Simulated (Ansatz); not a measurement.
Values for one crystal, relaxed and computed with r²SCAN+D4 (plane waves, PAW; program Ansatz); other levels are named.

Volume per atom: 15.74 Å³
Band gap: 4.36 eV (direct)
Gap with spin–orbit coupling: 4.06 eV
Electron effective mass: 0.34 mₑ (isotropic)
Valence-band maximum: at Γ
Highest zone-centre frequency (without LO–TO term): 103.06 THz
Pressure derivative B′: 5.7

**Question.** Which of these materials gives this?
A. AlN, P4/mmm (Al on 1c, N on 1a)
B. CuI, P4/nmm (Cu on 2a, I on 2c)
C. H4IN, Imm2 (H on 4c, H on 4d, I on 2b, N on 2a)
D. BN, P6_3/mmc (B on 2b, N on 2c)

**Answer.** C, H4IN, Imm2 (H on 4c, H on 4d, I on 2b, N on 2a)

The workflow started from a Materials Project entry (that database holds measured and hypothetical structures alike); the Crystallography Open Database copy checked does not list it. Its standing as an ambient phase is unchecked. The r²SCAN+D4 relaxation kept the symmetry of its start. At this level the phase is dynamically unstable (imaginary phonons). Spin–orbit coupling is left out wherever it is not named.

Potentials: the later of the program's two PAW sets.
